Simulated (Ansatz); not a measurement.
# Profile along the Lu–Lu line in Lu (hcp, Mg type)

Lu (hcp, Mg type), conventional cell a = b = 3.507 Å, c = 5.462 Å, α = β = 90.00°, γ = 120.00°. The calculation uses the primitive cell of 2 atoms, to which meshes and values per cell refer.

Fields along a shortest Lu–Lu line of a (1 -1 0 0) plane (3.51 Å), from Lu to Lu, interpolated on the slice's grid (step about 0.2 Å). Computed with PBE (plane waves to 420 eV, PAW, scalar-relativistic; Ansatz, a program for electronic structure). k mesh 15×15×9. Inside the PAW spheres the values are not all-electron values, and peaks at nuclei hang on which shells count as valence. Lu is run without spin polarisation. Lu was relaxed with its symmetry unable to fall.

```json
[
 {"distance from Lu (Å)": "0.00", "valence electron density (e/Å³)": "47.50", "electron localisation function": "x"},
 {"distance from Lu (Å)": "0.18", "valence electron density (e/Å³)": "39.25", "electron localisation function": "x"},
 {"distance from Lu (Å)": "0.35", "valence electron density (e/Å³)": "22.78", "electron localisation function": "x"},
 {"distance from Lu (Å)": "0.53", "valence electron density (e/Å³)": "10.01", "electron localisation function": "0.86"},
 {"distance from Lu (Å)": "0.70", "valence electron density (e/Å³)": "3.64", "electron localisation function": "0.78"},
 {"distance from Lu (Å)": "0.88", "valence electron density (e/Å³)": "1.19", "electron localisation function": "0.54"},
 {"distance from Lu (Å)": "1.05", "valence electron density (e/Å³)": "0.43", "electron localisation function": "0.23"},
 {"distance from Lu (Å)": "1.23", "valence electron density (e/Å³)": "0.21", "electron localisation function": "0.10"},
 {"distance from Lu (Å)": "1.40", "valence electron density (e/Å³)": "0.14", "electron localisation function": "0.12"},
 {"distance from Lu (Å)": "1.58", "valence electron density (e/Å³)": "0.12", "electron localisation function": "0.20"},
 {"distance from Lu (Å)": "1.75", "valence electron density (e/Å³)": "0.11", "electron localisation function": "0.26"},
 {"distance from Lu (Å)": "1.93", "valence electron density (e/Å³)": "0.12", "electron localisation function": "0.20"},
 {"distance from Lu (Å)": "2.11", "valence electron density (e/Å³)": "0.14", "electron localisation function": "0.12"},
 {"distance from Lu (Å)": "2.28", "valence electron density (e/Å³)": "0.21", "electron localisation function": "0.10"},
 {"distance from Lu (Å)": "2.46", "valence electron density (e/Å³)": "0.43", "electron localisation function": "0.23"},
 {"distance from Lu (Å)": "2.63", "valence electron density (e/Å³)": "1.19", "electron localisation function": "0.54"},
 {"distance from Lu (Å)": "2.81", "valence electron density (e/Å³)": "3.64", "electron localisation function": "0.78"},
 {"distance from Lu (Å)": "2.98", "valence electron density (e/Å³)": "10.01", "electron localisation function": "0.86"},
 {"distance from Lu (Å)": "3.16", "valence electron density (e/Å³)": "22.78", "electron localisation function": "x"},
 {"distance from Lu (Å)": "3.33", "valence electron density (e/Å³)": "39.25", "electron localisation function": "x"},
 {"distance from Lu (Å)": "3.51", "valence electron density (e/Å³)": "47.50", "electron localisation function": "x"}
]
```

x: too close to a nucleus for the ELF to mean much.

Density on the Lu–Lu line (3.51 Å) at its midpoint: 0.11 e/Å³. ELF at that point: 0.3.
